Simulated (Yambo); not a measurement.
Yambo run on K$_{2}$S (anti-fluorite, space group Fm-3m, No. 225). The wavefunctions are PBEsol (Quantum ESPRESSO, PseudoDojo norm-conserving, 74 Ry, without SOC) ones on a 4×4×4 mesh (12 occupied bands); a = b = c = 5.186 Å, α = β = γ = 60.00°.

Yambo input:

```
rim_cut
gw0
dyson
el_el_corr
HF_and_locXC
cohsex
em1s
RandQpts= 1000000
RandGvec= 1 Ry
EXXRLvcs= 74 Ry
VXCRLvcs= 296 Ry
Chimod= "HARTREE"
% BndsRnXs
 1 | 180 |
%
NGsBlkXs= 8 Ry
% LongDrXs
 1.0 | 1.0 | 1.0 |
%
ExtendOut
% QPkrange
 1 | 1 | 12 | 13 |
 7 | 7 | 12 | 12 |
%
```

k points by index: 1 = Γ, 7 = X.

Resulting energies as the program prints them:

```
#    K-point    Band    Eo [eV]    E [eV]    E-Eo [eV]    Vxc [eV]    Vnlxc [eV]    Sc|Eo [eV]    Re(Z)    Im(Z)
#
    1    12    -0.228875    -3.946048    -3.717173    -11.57642    -14.98764    -0.305956    1.000000    0.000000
    1    13    2.348632    1.838771    -0.509861    -6.566364    -3.263156    -3.813068    1.000000    0.000000
    7    12    0.000000    -3.786939    -3.786939    -12.00520    -15.49224    -0.299895    1.000000    0.000000
```
(The two width columns are left out.) Convergence of these settings isn't established.

Geometry relaxed with PBEsol.
